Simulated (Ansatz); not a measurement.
# TiAl: levels along high-symmetry lines

```
CELL_PARAMETERS angstrom
2.83730 0.00000 0.00000
0.00000 2.83730 0.00000
0.00000 0.00000 4.05910
ATOMIC_POSITIONS crystal
Ti 0.00000 0.00000 0.00000
Al 0.50000 0.50000 0.50000
```

Atom numbers follow the list: Ti1, Al2.

The geometry is COD entry 1532769, unchecked; take it as a test cell.

Spin polarisation is left out, and whether a magnetic state lies lower isn't shown here.

Theory: DFT, PBEsol, all-electron LAPW, scalar-relativistic (Ansatz 0.2.0).

Numerical set-up: a Γ-centred 12×12×8 k mesh, Fermi–Dirac smearing of 0.05 eV, basis error target 1 meV/atom, no spin polarisation.

Points in fractions of the reciprocal vectors of this cell: Γ (0, 0, 0), X (0, 0.5, 0), M (0.5, 0.5, 0), Z (0, 0, 0.5), R (0, 0.5, 0.5), A (0.5, 0.5, 0.5). The path joins them by straight lines in the order Γ–X–M–Γ–Z–R–A–Z–X; legs that retrace an earlier one aren't tabulated. Energies are in eV from the Fermi level.

Problem. Metal or insulator at this level of theory?

Solution. No gap opens: metallic or semimetallic.

Problem. Tabulate bands 7 to 14, counted from the lowest band of the run, along the path.

Solution. 
```tsv
k (1/Å)	point	band 7	band 8	band 9	band 10	band 11	band 12	band 13	band 14
0.00	Γ	-32.46	-32.46	-8.97	-1.84	-0.82	-0.27	2.13	2.13
0.16		-32.48	-32.46	-8.87	-1.76	-0.79	-0.37	2.15	2.25
0.32		-32.55	-32.45	-8.58	-1.54	-0.71	-0.61	2.20	2.57
0.47		-32.64	-32.44	-8.09	-1.25	-0.91	-0.73	2.27	2.54
0.63		-32.74	-32.43	-7.43	-1.29	-1.20	-0.79	2.20	2.35
0.79		-32.83	-32.42	-6.60	-2.19	-1.44	-0.53	1.93	2.42
0.95		-32.83	-32.42	-5.62	-3.34	-1.60	-0.32	1.75	2.47
1.11	X	-32.83	-32.42	-4.55	-4.50	-1.65	-0.25	1.68	2.49
1.27		-32.82	-32.44	-4.49	-4.40	-1.60	-0.14	1.49	2.21
1.42		-32.82	-32.50	-4.33	-4.11	-1.44	0.17	1.04	1.64
1.58		-32.81	-32.59	-4.08	-3.64	-1.18	0.53	0.61	1.04
1.74		-32.79	-32.69	-3.78	-3.02	-0.87	0.08	0.53	0.99
1.90		-32.78	-32.77	-3.49	-2.25	-0.55	-0.24	0.14	0.99
2.06		-32.83	-32.78	-3.27	-1.38	-0.42	-0.29	-0.11	0.43
2.21	M	-32.85	-32.77	-3.20	-0.47	-0.47	-0.42	-0.19	-0.19
2.44		-32.83	-32.78	-3.45	-1.56	-0.40	-0.32	-0.09	0.70
2.66		-32.79	-32.78	-4.59	-1.59	-0.59	-0.24	0.20	1.32
2.89		-32.71	-32.70	-6.01	-1.10	-0.81	-0.16	0.63	1.50
3.11		-32.63	-32.61	-7.25	-0.91	-0.86	-0.29	1.14	1.77
3.33		-32.54	-32.53	-8.19	-1.27	-0.71	-0.54	1.64	2.44
3.56		-32.48	-32.48	-8.78	-1.68	-0.75	-0.44	2.00	2.51
3.78	Γ	-32.46	-32.46	-8.97	-1.84	-0.82	-0.27	2.13	2.13
3.89		-32.46	-32.46	-8.93	-2.06	-0.82	-0.16	2.11	2.11
4.00		-32.46	-32.46	-8.79	-2.58	-0.79	0.05	2.06	2.06
4.11		-32.46	-32.46	-8.56	-3.23	-0.76	0.26	1.98	1.98
4.22		-32.46	-32.46	-8.26	-3.91	-0.72	0.44	1.90	1.90
4.33		-32.46	-32.46	-7.93	-4.54	-0.68	0.56	1.83	1.83
4.44		-32.46	-32.46	-7.62	-5.03	-0.66	0.65	1.78	1.78
4.55	Z	-32.46	-32.46	-7.48	-5.23	-0.65	0.67	1.77	1.77
4.71		-32.48	-32.45	-7.41	-5.12	-0.60	0.71	1.56	1.79
4.87		-32.55	-32.45	-7.19	-4.80	-0.45	0.82	1.00	1.85
5.03		-32.64	-32.44	-6.83	-4.28	-0.28	0.20	0.99	1.95
5.19		-32.74	-32.43	-6.36	-3.61	-0.72	-0.16	1.18	2.06
5.35		-32.83	-32.42	-5.78	-2.82	-1.66	-0.21	1.32	1.98
5.50		-32.84	-32.42	-5.20	-2.48	-1.98	-0.54	1.38	1.80
5.66	R	-32.84	-32.42	-4.88	-2.88	-1.20	-1.15	1.39	1.74
5.82		-32.84	-32.44	-4.80	-2.85	-1.24	-1.05	1.42	1.84
5.98		-32.83	-32.50	-4.56	-2.75	-1.46	-0.60	1.52	2.11
6.14		-32.82	-32.59	-4.17	-2.61	-1.75	0.11	1.67	2.06
6.29		-32.81	-32.69	-3.65	-2.47	-2.05	1.02	1.84	2.08
6.45		-32.80	-32.77	-3.05	-2.35	-2.29	1.91	2.16	2.25
6.61		-32.83	-32.79	-2.50	-2.45	-2.28	2.05	2.07	2.54
6.77	A	-32.85	-32.78	-2.50	-2.25	-2.25	1.71	2.12	2.72
6.99		-32.83	-32.79	-2.87	-2.40	-2.11	2.03	2.30	2.43
7.22		-32.79	-32.78	-4.05	-2.26	-1.69	1.66	1.91	1.95
7.44		-32.71	-32.70	-5.22	-2.58	-1.03	1.05	1.27	1.61
7.66		-32.63	-32.61	-6.19	-3.46	-0.17	0.32	1.23	1.51
7.89		-32.54	-32.53	-6.90	-4.38	-0.21	0.74	0.95	1.57
8.11		-32.48	-32.48	-7.33	-5.01	-0.54	0.75	1.48	1.70
8.33	Z	-32.46	-32.46	-7.48	-5.23	-0.65	0.67	1.77	1.77
8.53		-32.48	-32.45	-7.54	-4.93	-0.61	0.67	1.60	1.80
8.72		-32.55	-32.45	-7.59	-4.16	-0.51	0.46	1.43	1.91
8.91		-32.64	-32.44	-7.47	-3.19	-0.52	-0.08	1.71	2.06
9.11		-32.74	-32.43	-7.10	-2.28	-1.13	-0.29	2.19	2.26
9.30		-32.83	-32.42	-6.47	-2.26	-1.55	-0.41	1.94	2.37
9.49		-32.83	-32.42	-5.60	-3.34	-1.59	-0.32	1.75	2.46
9.69	X	-32.83	-32.42	-4.55	-4.50	-1.65	-0.25	1.68	2.49
```
